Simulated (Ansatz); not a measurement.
# NaMgGaS3O12: ²³Na nuclear quadrupole resonance

Cell: a Materials Project structure (computed, not necessarily an observed phase), taken as it stands.

Space group R3c:H (No. 161); a = 8.5392, c = 22.3027 Å, γ = 120.00°.

```
site  Wyckoff  site symmetry       x       y       z
  Na       6a             3.  0.0000  0.0000  0.4990
  Mg       6a             3.  0.0000  0.0000  0.3523
  Ga       6a             3.  0.0000  0.0000  0.6502
   S      18b              1  0.9572  0.3297  0.5842
 O13      18b              1  0.2064  0.0216  0.3038
 O19      18b              1  0.7847  0.9638  0.6951
 O25      18b              1  0.0171  0.8220  0.4104
 O31      18b              1  0.9740  0.1630  0.5894
```

One atom of each set is listed; the run and its k-mesh use a cell of 36 atoms with edges of 8.92, 8.92, 8.92 Å.

Level of theory: DFT, PBE, plane waves and PAW, scalar-relativistic, 420 eV cutoff, Γ-centred 3×3×3 k-points, Fermi–Dirac smearing 0.02 eV (Ansatz 0.2.0).

²³Na: I = 3/2, Q = 104.0 mb (year-2017 value). Static lattice, zero field.

Task: At which frequencies do the ²³Na NQR lines lie?

Result: For I = 3/2 there is one line, ν = (|C_Q|/2)(1 + η²/3)^½.

```tsv
site	atoms	V_zz (10²¹ V/m²)	C_Q (MHz)	η	line frequencies (MHz)
Na	2	-0.96	-2.42	0.00	1.21
```

An axis of threefold or higher order runs through Na, so V_zz lies along it and η is zero.

The largest force is 0.3 eV/Å, so the atoms aren't at the calculated equilibrium and relaxing them would move these values.
